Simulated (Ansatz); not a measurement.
Ta₄C₃:
Space group R-3m, hexagonal axes (No. 166); a = 3.1185 Å, b = 3.1185 Å, c = 30.1595 Å, α = 90.00°, β = 90.00°, γ = 120.00°

```json
[
 {"atom": "Ta", "site": "6c", "symmetry": "3m", "x": "0.0000", "y": "0.0000", "z": "0.2895"},
 {"atom": "C", "site": "6c", "symmetry": "3m", "x": "0.0000", "y": "0.0000", "z": "0.4196"},
 {"atom": "Ta", "site": "6c", "symmetry": "3m", "x": "0.0000", "y": "0.0000", "z": "0.1259"},
 {"atom": "C", "site": "3a", "symmetry": "-3m", "x": "0.0000", "y": "0.0000", "z": "0.0000"}
]
```
(The calculation used a cell of 7 atoms; values per cell refer to that cell.)

Relaxed with PBEsol.

Task: Which orbitals make up the states near the Fermi level in plane-wave PAW PBEsol (Ansatz code)?

Result: Within 0.5 eV of the Fermi level: Ta 5d 80 %, C 2p 15 %. Projections are on Löwdin-orthogonalised atomic valence shells; empty p or d shells of many metals are not among them.

Task: Tabulate the density of states.

Result: States/eV per cell of 7 atoms, in 0.25 eV bins, energy from the Fermi level.

| E (eV) | total | Ta 5d | C 2p | Ta 6s |
|---|---|---|---|---|
| -7.85 | 0.92 | 0.35 | 0.37 | 0.13 |
| -7.60 | 1.05 | 0.40 | 0.43 | 0.14 |
| -7.35 | 1.28 | 0.48 | 0.54 | 0.16 |
| -7.10 | 1.97 | 0.74 | 0.86 | 0.25 |
| -6.85 | 2.76 | 1.04 | 1.22 | 0.33 |
| -6.60 | 3.79 | 1.36 | 1.68 | 0.48 |
| -6.35 | 2.84 | 1.06 | 1.20 | 0.36 |
| -6.10 | 1.04 | 0.38 | 0.47 | 0.12 |
| -5.85 | 3.10 | 1.14 | 1.48 | 0.31 |
| -5.60 | 3.52 | 1.29 | 1.76 | 0.30 |
| -5.35 | 3.56 | 1.36 | 1.82 | 0.22 |
| -5.10 | 5.47 | 2.44 | 2.72 | 0.11 |
| -4.85 | 10.63 | 4.71 | 5.43 | 0.07 |
| -4.60 | 8.67 | 4.08 | 4.26 | 0.05 |
| -4.35 | 7.02 | 3.57 | 3.18 | 0.06 |
| -4.10 | 6.17 | 3.07 | 2.87 | 0.05 |
| -3.85 | 2.39 | 1.44 | 0.84 | 0.04 |
| -3.60 | 2.02 | 1.10 | 0.75 | 0.07 |
| -3.35 | 1.15 | 0.65 | 0.43 | 0.03 |
| -3.10 | 0.67 | 0.37 | 0.27 | 0.01 |
| -2.85 | 1.50 | 0.73 | 0.66 | 0.06 |
| -2.60 | 3.94 | 2.13 | 1.32 | 0.34 |
| -2.35 | 3.46 | 2.33 | 0.57 | 0.41 |
| -2.10 | 3.56 | 2.68 | 0.41 | 0.31 |
| -1.85 | 4.35 | 3.40 | 0.45 | 0.21 |
| -1.60 | 2.62 | 2.11 | 0.28 | 0.12 |
| -1.35 | 2.60 | 1.93 | 0.46 | 0.12 |
| -1.10 | 2.64 | 1.93 | 0.45 | 0.13 |
| -0.85 | 2.62 | 1.87 | 0.43 | 0.15 |
| -0.60 | 2.42 | 1.71 | 0.48 | 0.10 |
| -0.35 | 1.89 | 1.48 | 0.31 | 0.04 |
| -0.10 | 1.71 | 1.38 | 0.25 | 0.03 |
| 0.15 | 1.51 | 1.25 | 0.20 | 0.02 |
| 0.40 | 2.04 | 1.67 | 0.28 | 0.03 |
| 0.65 | 3.22 | 2.49 | 0.56 | 0.05 |
| 0.90 | 3.33 | 2.57 | 0.58 | 0.05 |
| 1.15 | 2.86 | 2.30 | 0.41 | 0.04 |
| 1.40 | 2.93 | 2.37 | 0.39 | 0.04 |
| 1.65 | 3.72 | 2.99 | 0.52 | 0.06 |
| 1.90 | 3.76 | 3.02 | 0.52 | 0.06 |
| 2.15 | 4.41 | 3.53 | 0.62 | 0.07 |
| 2.40 | 4.63 | 3.73 | 0.63 | 0.08 |
| 2.65 | 5.00 | 4.04 | 0.67 | 0.10 |
| 2.90 | 5.70 | 4.66 | 0.72 | 0.12 |
| 3.15 | 6.39 | 5.21 | 0.81 | 0.15 |
| 3.40 | 6.75 | 5.46 | 0.90 | 0.16 |
| 3.65 | 6.39 | 5.03 | 0.99 | 0.18 |
| 3.90 | 6.61 | 5.19 | 1.06 | 0.18 |
| 4.15 | 4.45 | 3.52 | 0.68 | 0.09 |
| 4.40 | 4.53 | 3.63 | 0.58 | 0.11 |
| 4.65 | 4.87 | 3.85 | 0.57 | 0.18 |

The start of the workflow was typed in or built on a structure type; neither database checked (COD, Materials Project) lists it. Its standing as an ambient phase is unchecked. The cell was relaxed with PBEsol under the symmetry of its start; whether a distortion lowers the energy is not shown. No spin polarisation was allowed. Scalar-relativistic: spin–orbit coupling is off unless named, which matters more the heavier the elements.

Potentials: the earlier of the program's two PAW sets. The files were generated under PBE; for other functionals the program regenerates the frozen cores, and for LDA and PBEsol the local potential too.
